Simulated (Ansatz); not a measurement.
TiAlMo$_{2}$C$_{2}$ in space group P6_3/mmc (No. 194; Mo on 4f, Ti on 2a, Al on 2b, C on 4f) at seven volumes, PBE in the plane-wave PAW code Ansatz, shape and atoms relaxed at each. One row is withheld.

| V (Å³/atom) | P (GPa) |
|---|---|
| 11.083 | ? |
| 11.448 | 15.58 |
| 11.814 | 7.14 |
| 12.179 | 0.00 |
| 12.545 | -6.02 |
| 12.910 | -11.08 |
| 13.275 | -15.29 |

Task: Fit the shown pressures and predict the withheld one.

Result: P = (3/2)B₀(x^(7/2) − x^(5/2))[1 + (3/4)(B′ − 4)(x − 1)] with x = (V₀/V)^(2/3). Least squares on the six rows gives V₀ = 12.179 Å³/atom, B₀ = 218 GPa, B′ = 4.73. At V = 11.083, x = 1.0649 and P = 25.71 GPa. The run itself gave 25.53 GPa.

The start of the workflow was typed in or built on a structure type; neither database checked (COD, Materials Project) lists it. Whether it is the stable phase at ambient conditions was not checked. The cell was relaxed with PBE under the symmetry of its start; its stability against distortions is not shown here. No spin polarisation was allowed.

Potentials: the earlier of the program's two PAW sets.
